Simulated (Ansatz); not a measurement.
## Cd started on a Sr site and Cd started on a Sr site, 5.50 Å apart on the ideal sites in cubic perovskite SrTiO3, 40 atoms, charge 0

All numbers come from Ansatz (PAW, plane waves, no spin–orbit coupling) at the single k point (¼, ¼, ¼) without its symmetry partners. The atoms were relaxed with PBEsol in a fixed cell; other functionals are single points on those atoms unless said otherwise. The valence top and gap of the host come from its small cell on a dense mesh, with the band extrema sought between the mesh points, lined up by the mean potential, PBEsol gap 1.85 eV, r²SCAN gap 2.29 eV.

Relaxed structure:

```
Sr Cd Ti O
1.0
     7.78282    0.00000    0.00000
     0.00000    7.78282    0.00000
     0.00000    0.00000    7.78282
Sr Cd Ti O
6 2 8 24
Direct
  0.99312 0.98991 0.99571
  0.99613 0.48752 0.99806
  0.99932 0.50401 0.49733
  0.49614 0.98744 0.99806
  0.49930 0.00394 0.49733
  0.49326 0.48993 0.99581
  0.99446 0.00678 0.49386
  0.49428 0.50652 0.49478
  0.24250 0.24147 0.24469
  0.24014 0.24159 0.74354
  0.24407 0.74468 0.24590
  0.24579 0.74470 0.74088
  0.74395 0.24470 0.24609
  0.74585 0.24461 0.74100
  0.74255 0.74136 0.24468
  0.74015 0.74165 0.74343
  0.28717 0.24780 0.00314
  0.20719 0.23920 0.50228
  0.21795 0.75548 0.00299
  0.30017 0.73083 0.50203
  0.71800 0.25542 0.00318
  0.80027 0.23078 0.50217
  0.78707 0.74778 0.00302
  0.70717 0.73905 0.50215
  0.00314 0.23123 0.21528
  0.00388 0.23276 0.78864
  0.00477 0.78950 0.29801
  0.00609 0.79021 0.70412
  0.50488 0.28957 0.29838
  0.50616 0.29011 0.70437
  0.50308 0.73133 0.21510
  0.50386 0.73270 0.78842
  0.28234 0.00284 0.25350
  0.28382 0.00323 0.75037
  0.22401 0.50321 0.24610
  0.22427 0.50352 0.75819
  0.72405 0.00319 0.24624
  0.72418 0.00348 0.75831
  0.78239 0.50280 0.25340
  0.78378 0.50321 0.75038
```

Chemical potentials μ are those of reference phases of the elements at zero temperature by the same functional (the usual solids, diamond for C, grey Sn, and the molecules H2, N2, O2, F2, Cl2, Br2 and S8).

```csv
functional,E(defect) − E(host) − Σ nμ + q·E_VBM (eV),monopole (eV),alignment (eV),formation energy at E_F = VBM (eV),moment (μB),"wall time, shared host"
PBEsol,9.96,0.00,0.00,9.96,0 (no spin),73 s on NVIDIA H100 (relaxation)
r²SCAN,10.00,0.00,0.00,10.00,0 (no spin),43 s on 2 threads of EPYC 7R13
```

r²SCAN one-electron levels near the gap (the ten most localised at most), from the host's valence top:

| level (eV) | spin | filling | atoms sharing it | element of the atom with most weight |
| --- | --- | --- | --- | --- |
| 2.36 | both | 0.00 | 13.5 | spread |
| 2.44 | both | 0.00 | 12.6 | spread |
| 2.49 | both | 0.00 | 12.4 | spread |
| 2.52 | both | 0.00 | 12.7 | spread |
| 2.53 | both | 0.00 | 12.5 | spread |
| 2.59 | both | 0.00 | 11.1 | Ti |

All elements are taken at their own reference at once; growth conditions in equilibrium with the host shift these energies, by up to the host's formation enthalpy.

The ideal cubic host may itself distort, and that gain is in these energies.

One k point and a cell of this size can leave errors of several tenths of an eV in such numbers.
